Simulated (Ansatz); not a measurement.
## Data sheet: BP (DFT)

BP:
```
BP
1.0
    3.15836     0.00000     0.00000
   -1.57918     2.73522     0.00000
    0.00000     0.00000     5.24149
B P
2 2
Direct
  0.66667   0.33333   0.50048
  0.33333   0.66667   0.00048
  0.66667   0.33333   0.87452
  0.33333   0.66667   0.37452
```

Space group P6_3mc (No. 186), wurtzite; conventional cell a = b = 3.1584 Å, c = 5.2415 Å, α = β = 90.00°, γ = 120.00°.

Method: DFT-LDA in the program Ansatz with PAW potentials. Structure relaxed to zero pressure with the same functional. Other levels are named where they apply.

Cell and energy:

- Volume per atom = 11.32 Å³
- Density = 3.06 g/cm³
- Formation energy from the elements (no fitted shifts) = -0.44 eV/atom

Electronic structure:

- Band gap: 0.79 eV (indirect)
- Valence-band maximum: at Γ
- Conduction-band minimum: at K (2 equivalent valleys)
- Smallest direct gap on the standard path: 2.73 eV
- Electron effective mass: 0.24, 0.42, 0.42 mₑ (principal values)
- Hole effective mass, band 1 of 2 at the edge: 0.59 along x, 0.58 along z (mₑ)
- Hole effective mass, band 2 of 2 at the edge: 0.21 along x, 0.58 along z (mₑ)

Mechanics:

- Bulk modulus (Birch–Murnaghan fit) = 176 GPa
- Pressure derivative B′ = 3.8
- Elastic constants (relaxed ions, GPa) = C11 = 427, C12 = 66.0, C13 = 29.4, C33 = 481, C44 = 138
- Mechanical stability = stable (all eigenvalues of C positive)
- Hill bulk and shear moduli = 176 and 169 GPa
- Young's modulus = 385 GPa
- Poisson's ratio = 0.14
- Debye temperature from the elastic constants = 1080 K
- Piezoelectric stress constants (proper, relaxed ions, C/m²) = e15 = e24 = 0.11, e31 = e32 = 0.14, e33 = -0.32

Dielectric response:

- Electronic dielectric constant ε∞ (DFPT): 8.97 (xx = yy), 9.60 (zz)
- Static dielectric constant ε0 (ions relaxed, cell fixed): 9.15 (xx = yy), 9.78 (zz)
- Born charges (a third of the trace): B -0.66, P +0.66 e
- Largest static χ(2) component: 15 pm/V

Phonons:

Highest zone-centre frequency (without LO–TO term): 817 cm⁻¹
Zone-centre stability: no imaginary mode at Γ
Dynamical stability on the path: stable (no imaginary branch)
Zero-point energy: 102.5 meV/atom
Vibrational entropy at 300 K: 9.9 J/(K·mol of atoms)

The first step of the workflow began from a Materials Project structure, measured or hypothetical; the Crystallography Open Database copy checked does not list it. It is not the phase usual at ambient conditions (space group No. 216). The LDA relaxation kept the symmetry of its start. Signs of piezoelectric constants follow the polarity of the cell as given. The references are the lowest solids computed at this level, not always the standard phases.

Potentials: the later of the program's two PAW sets.
